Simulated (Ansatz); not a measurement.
Re: energy along a strain

Re, Fm-3m, a = 3.950 Å (as given, not relaxed at this level: -18.5 GPa). This isn't the element's structure at ambient conditions. Ansatz: PBEsol, PAW, 420 eV, Γ-centred 20×20×20 mesh on 1 atom, Gaussian smearing 0.15 eV; no spin polarisation. Cell vectors (Å): 0.000 1.975 1.975; 1.975 0.000 1.975; 1.975 1.975 0.000. The cell is strained by x per cent times the pattern (0 0 0 0 0 1) in the order xx yy zz yz xz xy (engineering shears), with fractional coordinates held. y is the free energy over the start, V0 = 15.407 Å³/atom. Symmetry makes y even in x.

| x (%) | y (meV/atom) |
| --- | --- |
| -2.00 | ? |
| -1.00 | 0.91 |
| 0.00 | 0.00 |
| 0.25 | 0.05 |
| 0.50 | 0.22 |
| 0.75 | 0.51 |
| 1.25 | 1.42 |
| 1.50 | 2.05 |
| 1.75 | 2.79 |

Problem. Fit y = c2 x² + c4 x⁴ to the other rows, get the stiffness along the pattern, and predict the missing energy.

Solution. Least squares on the rows shown. y = 0.9066 x² + 0.001556 x⁴. The clamped-ion stiffness p·C·p = 2 × 9.066 eV × 160.2 / 15.407 Å³ = 189 GPa, which is C66 in these axes (C44 of the cubic crystal) (second derivative at the start, which stands under stress). At x = -2.00 the fit asked for gives 3.65 meV/atom. The run gave 3.65 meV/atom, the same to the digits shown.

Spin–orbit coupling is left out, which can shift energies with elements as heavy as these.